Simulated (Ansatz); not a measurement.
## Notes on TiGa2

```
Ti Ga
1.0
     1.86108    3.22348    0.00000
    -1.86108    3.22348    0.00000
     0.00000    0.00000    3.97599
Ti Ga
1 2
Direct
  0.00000 0.00000 0.00000
  0.33330 0.33340 0.50000
  0.66660 0.66670 0.50000
```

The numbers come from plane-wave PAW DFT (Ansatz): PBEsol, no spin polarisation, 420 eV, 10×10×9 Γ-centred k points, methfessel-paxton occupations (width 0.1716 eV). Nothing was relaxed.

Task: Is the cell too large or too small?

Result: The pressure is 11.4 GPa (compression positive), so with the atoms held at these fractions the cell would first expand. The principal stresses -19.0, 26.6, 26.6 GPa differ, so its shape would change too.

Task: What is the formation energy?

Result: 0.09 eV an atom against the elements' usual phases (free molecules for gases, crystals otherwise, with no correction for O₂ or N₂), so at this geometry it isn't bound against them. Relaxing would lower it.

Task: Is there a gap?

Result: It is a metal, with about 0.55 states/eV a cell as the mean within 0.25 eV of the Fermi level, mostly Ti d (89 %).

Task: What do density and ELF say about some of the short contacts?

Result: Ga–Ga at 2.15 Å: least valence density 0.60 e/Å³ and ELF 0.44 there. Ti–Ga at 2.93 Å: least valence density 0.19 e/Å³ and ELF 0.27 there. These are pseudo-fields; inside the PAW spheres they differ from the all-electron ones.

Task: Give the Bader charges.

Result: Bader charges in e: Ti +1.19, Ga -0.60. In the mean Ti gives up most and Ga takes most.

Origin: a known structure type with other elements, at an estimated volume, so it need not be a known compound. Caveats: wide smearing.
